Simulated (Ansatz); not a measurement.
Mechanical response of Rh (Fm-3m)

```
CELL_PARAMETERS angstrom
0.00000 1.87731 1.87731
1.87731 0.00000 1.87731
1.87731 1.87731 0.00000
ATOMIC_POSITIONS crystal
Rh 0.00000 0.00000 0.00000
```

The conventional cell has a = 3.755 Å, b = 3.755 Å, c = 3.755 Å, α = 90.00°, β = 90.00°, γ = 90.00°. Around Rh (atom 1) lie 12 Rh at 2.65 Å.

Computed, not measured; unless marked otherwise by LDA, all-electron LAPW in Ansatz 0.2.0, scalar-relativistic. k mesh 24×24×24, strains of ±0.005, Fermi-Dirac smearing of 0.080 eV, basis error target 1 meV/atom. The cell was relaxed by PAW under this functional.

The cell is cubic and carries a residual pressure of -0.01 GPa at this level. Each strain component that symmetry leaves independent is applied at ±0.005 and ±0.01, the ions relax wherever a strain frees them, and the stress (tension positive, GPa) is read. Shears are engineering strains, γ = 2ε.

```csv
strain,size,σxx,σyy,σzz,σyz,σxz,σxy
xx,-0.01,-5.1709,-2.3307,-2.3307,0.0000,0.0000,0.0000
xx,-0.005,-2.5413,-1.1391,-1.1391,0.0000,0.0000,0.0000
xx,+0.005,2.4719,1.1061,1.1061,0.0000,0.0000,0.0000
xx,+0.01,4.8582,2.1634,2.1634,0.0000,0.0000,0.0000
yz,-0.01,0.0062,-0.0549,-0.0549,-2.2287,0.0000,0.0000
yz,-0.005,0.0060,-0.0093,-0.0093,-1.1145,0.0000,0.0000
yz,+0.005,0.0060,-0.0093,-0.0093,1.1145,0.0000,0.0000
yz,+0.01,0.0062,-0.0549,-0.0549,2.2287,0.0000,0.0000
```

The slope is [8(σ(+δ) − σ(−δ)) − (σ(+2δ) − σ(−2δ))]/(12δ), and the program imposes the crystal's symmetry on the matrix.

(1) What are the independent elastic constants?

(2) Do they meet the Born conditions?

(3) What moduli does a random aggregate of grains have?

(4) With the density of 12.914 g/cm³, how fast does sound travel, and what Debye temperature follows?

(5) How far do the constants move if PAW replaces LAPW in the same cell?

Results:

(1) C11 = 501.3, C12 = 224.5, C44 = 222.9 GPa.

(2) C11 − C12 = 276.8, C11 + 2C12 = 950.2 and C44 = 222.9 GPa must all be positive, so the crystal is elastically stable; that says nothing yet of its phonons.

(3) B = (C11 + 2C12)/3 = 316.7 GPa. G_V = (C11 − C12 + 3C44)/5 = 189.1 and G_R = 5(C11 − C12)C44/(4C44 + 3(C11 − C12)) = 179.2, so G_H = 184.1 GPa. Then E = 9BG/(3B + G) = 462.7 GPa, ν = (3B − 2G)/(6B + 2G) = 0.257 and B/G = 1.72, on the brittle side of Pugh's 1.75 (a rule of thumb).

(4) 

| direction | slow (m/s) | middle (m/s) | fast (m/s) |
| --- | --- | --- | --- |
| [100] | 4155 | 4155 | 6230 |
| [110] | 3274 | 4155 | 6735 |
| [111] | 3591 | 3591 | 6895 |

The mean of v⁻³ over directions and branches gives v_m = 4177 m/s and θ_D = (ħ/k_B) v_m (6π²n)^(1/3) = 526 K, n being atoms per volume. Young's modulus spans 362 to 542 GPa over directions, and the universal anisotropy index is 0.28.

(5) 

| constant | LAPW (GPa) | PAW (GPa) | difference |
| --- | --- | --- | --- |
| C11 | 501.3 | 500.4 | -0.9 |
| C12 | 224.5 | 224.2 | -0.3 |
| C44 | 222.9 | 222.5 | -0.4 |

Known limits: responses of metals move with mesh and smearing; the frozen-core PAW files of the compared runs were fitted under PBE, their cores solved anew for this functional.
